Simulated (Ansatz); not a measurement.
RbCl:
```xyz
2
Lattice="0.0000 3.2716 3.2716 3.2716 0.0000 3.2716 3.2716 3.2716 0.0000" Properties=species:S:1:pos:R:3 pbc="T T T"
Rb     0.0000     0.0000     0.0000
Cl     3.2716     3.2716     3.2716
```

Relaxed with PBEsol. Special points in fractions of this cell's reciprocal vectors: Γ (0.000, 0.000, 0.000); X (0.500, 0.000, 0.500); U (0.625, 0.250, 0.625); K (0.375, 0.375, 0.750); L (0.500, 0.500, 0.500); W (0.500, 0.250, 0.750).

**Question.** List the band energies nearest the valence-band maximum at these points for DFT-PBEsol with spin–orbit coupling in the program Ansatz with PAW potentials.

**Answer.** In eV from the valence-band maximum; about four levels below and three above (degenerate sets whole), none deeper than 8.9 eV; points with the same levels are listed once.

| k | below | above |
|---|---|---|
| Γ | 0.00 0.00 0.00 0.00 | 4.85 4.85 7.85 7.85 7.85 7.85 |
| X | -0.20 -0.20 -0.09 -0.09 | 6.02 6.02 7.97 7.97 |
| U | -0.33 -0.33 -0.26 -0.26 | 6.79 6.79 8.59 8.59 |
| L | -0.44 -0.44 -0.37 -0.37 | 7.60 7.60 7.89 7.89 |
| W | -0.29 -0.29 -0.27 -0.27 | 7.52 7.52 7.53 7.53 |

Space group Fm-3m (rock salt). The PBEsol relaxation kept the symmetry of its start.

Potentials: the later of the program's two PAW sets.
